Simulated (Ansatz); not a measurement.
ScB4Os3, a strained cell with displaced atoms

```yaml
crystal:
  lattice:
    - [3.06801, -0.00245, 0.03400]
    - [1.53891, -5.83773, -0.04327]
    - [-0.11317, -0.10034, -10.14454]
  atoms:
    - { symbol: B, position: [0.66976, 0.69554, 0.74296] }
    - { symbol: B, position: [0.36102, 0.28447, 0.26064] }
    - { symbol: Os, position: [0.17474, 0.61064, 0.38662] }
    - { symbol: Os, position: [0.75380, 0.43042, 0.89349] }
    - { symbol: Os, position: [0.78067, 0.39630, 0.60708] }
    - { symbol: Os, position: [0.17053, 0.60816, 0.09489] }
    - { symbol: B, position: [0.40332, 0.25371, 0.74556] }
    - { symbol: B, position: [0.63917, 0.73982, 0.23470] }
    - { symbol: Sc, position: [0.48072, 0.00915, 0.99258] }
    - { symbol: Sc, position: [0.49183, 0.00368, 0.49747] }
    - { symbol: B, position: [0.18278, 0.69129, 0.89389] }
    - { symbol: B, position: [0.84404, 0.30402, 0.39552] }
    - { symbol: B, position: [0.89013, 0.30110, 0.10818] }
    - { symbol: B, position: [0.13260, 0.68235, 0.61281] }
    - { symbol: Os, position: [0.00445, 0.99416, 0.74417] }
    - { symbol: Os, position: [0.99750, 0.02314, 0.24439] }
```

Single point in Ansatz 0.2.0 with r2SCAN, with U_eff = 2.4 eV on Os d (all-electron-ortho-atomic projectors), no spin polarisation. Cutoff 500 eV, PAW datasets, 6×3×2 Γ-centred k mesh, gaussian filling (width 0.0812 eV).

(1) Metal or insulator?

(2) Which atom feels the largest force, and which way?

(3) Which element gives electrons and which takes them?

(4) What does the stress say?

Origin: a strained cell with displaced atoms, so it need not be a known compound. Caveats: the k mesh is coarse if the cell is a metal; a Hubbard term without moments, so a magnetic state may lie lower; atoms or cell far from equilibrium.

Results:

(1) It is a metal, with about 3.5 states/eV a cell as the mean within 0.25 eV of the Fermi level, mostly Os d (71 %) and B p (16 %).

(2) The largest is on Os4: 3.88 eV/Å, components (1.72, 3.33, 1.01). It makes 160° with the line to a nearest neighbour, B11 at 2.03 Å, pointing away from it.

(3) Bader charges in e: Sc +1.71, B -0.31 to +0.06, Os -0.54 to -0.25. In the mean Sc gives up most and Os takes most.

(4) The pressure is -13.1 GPa (compression positive), so with the atoms held at these fractions the cell would first shrink; the forces are large, so a full relaxation may end otherwise. The principal stresses -19.7, -17.3, -2.3 GPa differ, so its shape would change too.
